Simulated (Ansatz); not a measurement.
**133Cs NMR of the central transition in Cs3LaO3**

Cell: a computed structure from the Materials Project (it need not be an observed phase), taken as it stands.

Space group C2/m (No. 12); a = 8.2147, b = 13.2634, c = 7.8345 Å, β = 98.99°.

| site | Wyckoff | site symmetry | x | y | z |
| --- | --- | --- | --- | --- | --- |
| Cs1 | 4i | m | 0.6456 | 0.0000 | 0.3515 |
| Cs2 | 4h | 2 | 0.5000 | 0.2877 | 0.5000 |
| Cs4 | 4g | 2 | 0.5000 | 0.2420 | 0.0000 |
| La | 4i | m | 0.8187 | 0.0000 | 0.8463 |
| O9 | 4i | m | 0.8980 | 0.0000 | 0.1467 |
| O10 | 8j | 1 | 0.6863 | 0.8605 | 0.7312 |

One atom of each set is listed; the run and its k-mesh use a cell of 14 atoms with edges of 7.80, 7.80, 7.83 Å.

The numbers come from a DFT calculation in Ansatz (PBE, plane waves and PAW, with spin–orbit coupling, 420 eV cutoff, Γ-centred 3×3×3 k-points, Fermi–Dirac smearing 0.02 eV).

133Cs has I = 7/2 and Q = -3.430 mb (Pyykkö 2018); at 7.05 T its Larmor frequency is ν₀ = 39.6 MHz (from the bare nuclear moment; shielding lowers the observed one by a per cent or two). Only the quadrupole interaction is simulated: positions count from each site's isotropic chemical shift, and J coupling is left out, as are shift anisotropy and dipolar coupling, which fast spinning averages.

The Cs sites: Cs1 (2 atoms; 5 O at 2.81–3.47 Å; also 1 Cs at 3.59 Å); Cs2 (2 atoms; 2 O at 2.94 Å, angle 96°); Cs4 (2 atoms; 6 O at 3.10–3.75 Å; also 4 Cs at 3.96–4.11 Å).

Fitted components of the simulated spectrum:

```
component  |C_Q| (MHz)     η
        A        0.328  0.82
        B        0.832  0.35
        C         1.20  0.15
```

(1) Which site most likely gives which component?

Answers

(1) By the calculation, A is Cs2, B is Cs4, C is Cs1. At Cs1 V_zz points along its shortest bond, to O (within 6°). Like point charges on the first shell alone (each adding as 1/d³) would give another order (Cs4 < Cs1 < Cs2): the covalent part of each bond and the atoms beyond the first shell count as well.

The largest force is 0.4 eV/Å, so the atoms aren't at the calculated equilibrium and relaxing them would move these values.

The run took 2.7 min of wall time (2.7 min of CPU time) and 2.1 GiB at its peak, on 1 thread of Intel Xeon 6975P-C (Granite Rapids) (x86_64; 16 cores open to the job, memory cap 2.5 GiB, no GPU), a shared host with a load of 0.3 a core.
